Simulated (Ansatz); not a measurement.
AlPt (rock salt, Fm-3m) at seven volumes, DFT-PBE in the program Ansatz with PAW potentials, scaled uniformly. One row is withheld.

```
V (Å³/atom)  P (GPa)
-----------  -------
15.410         15.81
15.918          9.64
16.426          4.42
16.934          0.00
17.442         -3.73
17.950             ?
18.458         -9.53
```

Question: Fit the shown pressures and predict the withheld one.

Answer: Third-order Birch–Murnaghan: P = (3/2)B₀(x^(7/2) − x^(5/2))[1 + (3/4)(B′ − 4)(x − 1)] with x = (V₀/V)^(2/3). Least squares on the six rows gives V₀ = 16.935 Å³/atom, B₀ = 134.9 GPa, B′ = 4.60. At V = 17.950, x = 0.9619 and P = -6.87 GPa. The run itself gave -6.88 GPa.

The start of the workflow was typed in or built on a structure type; neither database checked (COD, Materials Project) lists it. Its standing as an ambient phase is unchecked. The cell was relaxed with PBE under the symmetry of its start; its stability against distortions is not shown here. No spin polarisation was allowed. Scalar-relativistic: spin–orbit coupling is off unless named, which matters more the heavier the elements.

Potentials: the later of the program's two PAW sets.
